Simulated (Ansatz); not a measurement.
**Relaxing indium (A15)**

Level of theory: DFT, PBEsol, plane waves (420 eV) with PAW, scalar-relativistic (Ansatz). The PAW files were generated under PBE, with cores re-solved for the functional.

k-point mesh 5×5×5, Fermi-Dirac smearing 0.1 eV, no spin polarisation. Cell and atoms relax.

Starting structure:

```yaml
crystal:
  lattice:
    - [5.9358781157, 0.0, 0.0]
    - [0.0, 5.9358781157, 0.0]
    - [0.0, 0.0, 5.9358781157]
  atoms:
    - { symbol: In, position: [0.0, 0.0, 0.0] }
    - { symbol: In, position: [0.5, 0.5, 0.5] }
    - { symbol: In, position: [0.25, 0.0, 0.5] }
    - { symbol: In, position: [0.75, 0.0, 0.5] }
    - { symbol: In, position: [0.5, 0.25, 0.0] }
    - { symbol: In, position: [0.5, 0.75, 0.0] }
    - { symbol: In, position: [0.0, 0.5, 0.25] }
    - { symbol: In, position: [0.0, 0.5, 0.75] }
hamiltonian:
  xc: pbesol
  pseudopotentials:
    kind: paw
    azcp:
      In: "pseudopotentials/In.paw.azcp"
basis:
  ecutwfc: 420
  fft_grid_basis: typed
kpoints:
  mp_grid: { grid: [5, 5, 5], shift: [0, 0, 0] }
magnetization:
  spin_polarized: false
scf:
  occupations: { method: fermi_dirac, width: 0.1 }
relax:
  max_steps: 60
  f_tol: 0.01
  cell: {}
```

Question: What cell does the relaxation end in?

Answer: Pm-3n with a = 5.947 Å; 26.29 Å³ per atom against 26.14 at the start (0.6 %).

Question: How much energy does the relaxation gain?

Answer: 0.1 meV per atom.
